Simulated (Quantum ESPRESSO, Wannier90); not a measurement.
Wannierisation of CsBr (CsCl type)

```
begin unit_cell_cart
ang
    4.3256200000    0.0000000000    0.0000000000
    0.0000000000    4.3256200000    0.0000000000
    0.0000000000    0.0000000000    4.3256200000
end unit_cell_cart
begin atoms_frac
Cs   0.0000000000  0.0000000000  0.0000000000
Br   0.5000000000  0.5000000000  0.5000000000
end atoms_frac
```

Materials Project entry mp-22906; symmetrised, unrelaxed at this level. COD (Crystallography Open Database) has an entry of this formula and space group (matched by these alone). Computed values, not measurements, from PBEsol: Quantum ESPRESSO (norm-conserving PseudoDojo potentials, cutoff 40 Ry, no spin polarisation, no spin-orbit coupling) on a Γ-centred 8×8×8 mesh, then Wannier90. Density: 8×8×8 mesh, cold smearing 0.01 Ry. Spin-orbit coupling is left out although heavy elements are present.

Bands 2,6-8 form an isolated set from -12.37 to 0.00 eV relative to the valence-band maximum (on the path) and are turned into 4 Wannier functions by minimising the spread from the start: SCDM (isolated). Bands 3–5 (Cs 5p 98 %) lie between the kept ones and are excluded.

Where do the functions sit, how wide are they and what are they made of?


```json
[
 {"functions": "4", "spread (Å²)": "1.71", "nearest atom, distance (Å)": "Br 0.47", "second atom, distance (Å)": "Cs 3.30", "weight on atomic waves": "Br 4p 71 %, Br 4s 24 %"}
]
```

Ω_I = 5.95 Å², Ω_total = 6.82 Å²; the interpolated bands follow pw.x to 0.1 meV rms on the path. It is the lowest total spread that any start reached here.
